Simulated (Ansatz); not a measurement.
Li2O (anti-fluorite): values from a third-order Birch-Murnaghan fit to a volume scan beside measured ones. Computed values: PBE (plane waves to 420 eV, PAW, scalar-relativistic; Ansatz, an electronic-structure program). Li2O was relaxed with its symmetry unable to fall.

| quantity | reference | kind |
|---|---|---|
| Lattice constant a (Å) | 4.573 | measured at or taken to low temperature |
| Bulk modulus B₀ (GPa) | 89 | measured at or taken to low temperature |

References as given in: Alok Shukla, Michael Dolg, Peter Fulde et al., The Journal of Chemical Physics (1998), arXiv:cond-mat/9803380.

Question: What does PBE give, and how far is that from the reference?

Answer: 
```tsv
quantity	PBE	difference
Lattice constant a (Å)	4.626	+1.2 %
Bulk modulus B₀ (GPa)	79.4	-10.8 %
```

PBE overestimates the lattice constant a by 1.2 %. PBE underestimates the bulk modulus B₀ by 10.8 %.

(Under strain, the slope of the energy per volume gives the stress and its curvature an elastic modulus.)
